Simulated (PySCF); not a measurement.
PySCF single point, B3LYP/6-31G*, density fitting, IEF-PCM implicit tetrahydrofuran (electrostatics alone), on chlorobenzene, C6H5Cl (SMILES Clc1ccccc1), charge 0, multiplicity 1.

```python
from pyscf import gto, scf, dft
mol = gto.M(atom='''
Cl    -2.784733     0.000443     0.000706
C     -1.054057     0.000174    -0.000542
C     -0.372019     1.206026    -0.000029
C      1.011983     1.198501     0.000026
C      1.705244    -0.000204    -0.000641
C      1.011794    -1.198704    -0.000706
C     -0.372382    -1.205782    -0.000627
H     -0.918940     2.135765    -0.000545
H      1.548626     2.135281     0.000199
H      2.784733     0.000059     0.000246
H      1.547975    -2.135765     0.000568
H     -0.919292    -2.135635    -0.000167
''', basis='6-31G*', charge=0, spin=0, verbose=3)
mf = dft.RKS(mol, xc='B3LYP')
mf = mf.density_fit()
mf = mf.PCM()
mf.with_solvent.method = 'IEF-PCM'
mf.with_solvent.eps = 7.6
mf.max_cycle = 100
e = mf.kernel()
print('converged', mf.converged)
print('E_total', e)
print('nao', mol.nao)
print('HOMO', mf.mo_energy[mf.mo_occ > 0].max())
mf.dip_moment()
```

The program's output:

```

WARN: PCM is an experimental feature. It is still in testing.
Features and APIs may be changed in the future.

converged SCF energy = -691.839038408698
converged True
E_total -691.8390384086979
nao 112
HOMO -0.24576236296064558
Dipole moment(X, Y, Z, Debye):  2.29300, -0.00030,  0.00086
```

The total energy is -18825.90 eV, -0.10 eV from the same level's vacuum run.
